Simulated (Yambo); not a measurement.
Yambo run on CsNaTiO3 (space group Cmcm, No. 63). The wavefunctions come from this Quantum ESPRESSO step (LDA, PseudoDojo standard norm-conserving files, scalar-relativistic):

```
&CONTROL
  calculation = 'nscf'
  pseudo_dir = './pseudo'
  outdir = './out'
/
&SYSTEM
  ibrav = 0
  nat = 12
  ntyp = 4
  ecutwfc = 88.0
  ecutrho = 352.0
  occupations = 'fixed'
  force_symmorphic = .true.
  nbnd = 298
/
&ELECTRONS
  conv_thr = 1.2000000000000002e-08
  diago_full_acc = .true.
  diago_thr_init = 1e-08
/
ATOMIC_SPECIES
O 15.9990 O.upf
Na 22.9898 Na.upf
Ti 47.8670 Ti.upf
Cs 132.9055 Cs.upf
CELL_PARAMETERS angstrom
  3.037605000000  -5.697205000000   0.000000000000
  3.037605000000   5.697205000000   0.000000000000
  0.000000000000   0.000000000000   5.671140000000
ATOMIC_POSITIONS crystal
O   0.795770000000   0.204230000000   0.250000000000
O   0.204230000000   0.795770000000   0.750000000000
O   0.210720000000   0.210720000000   0.000000000000
O   0.789280000000   0.789280000000   0.000000000000
O   0.789280000000   0.789280000000   0.500000000000
O   0.210720000000   0.210720000000   0.500000000000
Na   0.573820000000   0.426180000000   0.250000000000
Na   0.426180000000   0.573820000000   0.750000000000
Ti   0.951130000000   0.048870000000   0.250000000000
Ti   0.048870000000   0.951130000000   0.750000000000
Cs   0.732340000000   0.267660000000   0.750000000000
Cs   0.267660000000   0.732340000000   0.250000000000
K_POINTS automatic
2 2 2 0 0 0
```

Yambo input:

```
rim_cut
gw0
dyson
el_el_corr
HF_and_locXC
ppa
em1d
RandQpts= 1000000
RandGvec= 1 Ry
EXXRLvcs= 88 Ry
VXCRLvcs= 352 Ry
Chimod= "HARTREE"
% BndsRnXp
 5 | 297 |
%
NGsBlkXp= 7 Ry
% LongDrXp
 1.0 | 1.0 | 1.0 |
%
PPAPntXp= 27.2114 eV
% GbndRnge
 1 | 297 |
%
GTermKind= "BG"
DysSolver= "n"
ExtendOut
% QPkrange
 1 | 1 | 48 | 49 |
 2 | 2 | 48 | 49 |
 3 | 3 | 48 | 49 |
 4 | 4 | 48 | 49 |
 5 | 5 | 48 | 49 |
 6 | 6 | 48 | 49 |
%
```

k points by index: 1 = Γ, 2 = (0, 0, -0.5), 3 = (0, -0.5, 0), 4 = (0, -0.5, -0.5), 5 = (-0.5, -0.5, 0), 6 = (-0.5, -0.5, -0.5).

Table of the .qp output:

```
#    K-point    Band    Eo [eV]    E [eV]    E-Eo [eV]    Vxc [eV]    Vnlxc [eV]    Sc|Eo [eV]    Sc|E [eV]    dSc/dw|Eo [eV]    Re(Z)    Im(Z)
#
    1    48    -0.049850    -0.757509    -0.707659    -18.86392    -23.89173    4.112645    4.320157    -7.977626    0.773289    -0.001593
    1    49    3.297697    4.987679    1.689983    -18.22045    -10.67555    -5.397723    -5.854918    -7.360610    0.787089    -0.001781
    2    48    -0.232239    -0.882771    -0.650532    -19.35428    -24.44071    4.244551    4.435897    -8.002061    0.772752    -0.001535
    2    49    3.866335    5.702189    1.835853    -20.33797    -11.91732    -6.027130    -6.584801    -8.264283    0.767035    -0.002576
    3    48    -0.025972    -0.725883    -0.699911    -18.93620    -23.95711    4.115476    4.321000    -7.988661    0.773046    -0.001595
    3    49    3.542459    5.262676    1.720217    -19.46874    -11.88110    -5.369636    -5.867427    -7.872601    0.775596    -0.002865
    4    48    -0.594610    -1.323540    -0.728929    -18.09347    -23.20143    4.165016    4.379034    -7.987449    0.773072    -0.001778
    4    49    3.902203    5.743671    1.841468    -20.52142    -12.17513    -5.942122    -6.504823    -8.312618    0.765984    -0.003514
    5    48    0.000000    -0.695175    -0.695175    -19.07061    -24.06593    4.096966    4.300151    -7.951579    0.773862    -0.001581
    5    49    3.418750    5.156896    1.738146    -19.19821    -11.43444    -5.530985    -6.025628    -7.742746    0.778483    -0.001969
    6    48    -0.209978    -0.863249    -0.653271    -19.44506    -24.56113    4.270332    4.462801    -8.015265    0.772463    -0.001534
    6    49    3.779196    5.582003    1.802807    -19.78173    -11.56776    -5.880471    -6.411161    -8.008809    0.772601    -0.002277
```
(The two width columns are left out.) Convergence of these settings isn't established.

Geometry of the Materials Project entry, not relaxed at this level.

The structure is a Materials Project entry; no match was found in the copy of COD used, and its stability was not checked.
